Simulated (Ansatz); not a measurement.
The relaxed structure here is a generated cell of IrO2: the first start was made by placing the elements on the sites of a structure type, and the end was not matched to a known phase here, so it may be hypothetical. Known forms of IrO2 include space group No. 136.

The end point of a relaxation of IrO2. Level of theory: PBEsol (plane waves to 420 eV, PAW, scalar-relativistic; Ansatz, a first-principles code).

```
CELL_PARAMETERS angstrom
      5.40683     0.00000     0.00000
      0.00000     9.02342     0.00000
      0.00000     0.00000     5.51266
ATOMIC_POSITIONS crystal
  Ir 0.12655 0.63153 0.38273
  Ir 0.62655 0.86847 0.61727
  Ir 0.37345 0.36847 0.88273
  Ir 0.87345 0.13153 0.11727
  Ir 0.87345 0.36847 0.61727
  Ir 0.37345 0.13153 0.38273
  Ir 0.62655 0.63153 0.11727
  Ir 0.12655 0.86847 0.88273
  O  0.81837 0.51425 0.35365
  O  0.31837 0.98575 0.64635
  O  0.68163 0.48575 0.85365
  O  0.18163 0.01425 0.14635
  O  0.18163 0.48575 0.64635
  O  0.68163 0.01425 0.35365
  O  0.31837 0.51425 0.14635
  O  0.81837 0.98575 0.85365
  O  0.46326 0.73917 0.38094
  O  0.96326 0.76083 0.61906
  O  0.03674 0.26083 0.88094
  O  0.53674 0.23917 0.11906
  O  0.53674 0.26083 0.61906
  O  0.03674 0.23917 0.38094
  O  0.96326 0.73917 0.11906
  O  0.46326 0.76083 0.88094
```

### Question
Determine the symmetry and give the standard cell with its independent sites.

### Answer
Space group Pbca (No. 61); a = 5.407 Å, b = 9.023 Å, c = 5.513 Å, α = β = γ = 90.00°

```tsv
atom	site	symmetry	x	y	z
Ir	8c	1	0.3734	0.1315	0.3827
O	8c	1	0.1816	0.0143	0.1463
O	8c	1	0.0367	0.2392	0.3809
```

### Question
Give the shortest distances between elements (the closest pairs, up to four, under 3.6 Å).

### Answer
Ir–O 1.96 Å; O–O 2.53 Å; Ir–Ir 3.03 Å.

```json
{
  "volume_per_atom": "11.21 Å³",
  "band_gap": "zero (metallic)"
}
```

No spin polarisation in the result. No Hubbard U is applied.

The run could not lose the symmetry of its start: the end is stationary, and may be a saddle point rather than a minimum.
